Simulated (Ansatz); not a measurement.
ZrGeSe:
```
ZrGeSe
1.0
    3.68426     0.00000     0.00000
    0.00000     3.68426     0.00000
    0.00000     0.00000     8.24871
Zr Ge Se
2 2 2
Direct
  0.00000   0.50000   0.73676
  0.50000   0.00000   0.26324
  0.00000   0.00000   0.00000
  0.50000   0.50000   0.00000
  0.50000   0.00000   0.62003
  0.00000   0.50000   0.37997
```

Relaxed with PBEsol. Special points in fractions of this cell's reciprocal vectors: Γ (0.000, 0.000, 0.000); X (0.000, 0.500, 0.000); M (0.500, 0.500, 0.000); Z (0.000, 0.000, 0.500); R (0.000, 0.500, 0.500); A (0.500, 0.500, 0.500).

Question: List the band energies nearest the Fermi level at these points for plane-wave PAW PBEsol (Ansatz code).

Answer: In eV from the Fermi level; about four levels below and three above (degenerate sets whole), none deeper than 8.9 eV; points with the same levels are listed once.

| k | below | above |
|---|---|---|
| Γ | -1.73 -1.73 -0.82 -0.28 | 0.20 1.11 1.25 |
| X | -1.87 -1.87 -0.62 -0.62 | 0.57 0.57 1.86 1.86 |
| M | -3.64 -3.64 -2.27 -2.27 | 2.72 2.72 2.73 2.73 |
| Z | -2.82 -2.82 -2.82 -2.48 -1.66 -1.66 | 0.13 0.74 1.14 |
| R | -1.76 -1.76 -0.35 -0.35 | 0.77 0.77 1.78 1.78 |
| A | -3.46 -3.46 -2.26 -2.26 | 1.32 1.32 2.72 2.72 |

Space group P4/nmm. The workflow started from a Materials Project entry (that database holds measured and hypothetical structures alike); the Crystallography Open Database files this formula in space group No. 129, but the cells were not matched. Whether it is the stable phase at ambient conditions was not checked. The cell was relaxed with PBEsol under the symmetry of its start; whether a distortion lowers the energy is not shown. No spin polarisation was allowed. Spin–orbit coupling is left out wherever it is not named.

Potentials: the later of the program's two PAW sets.
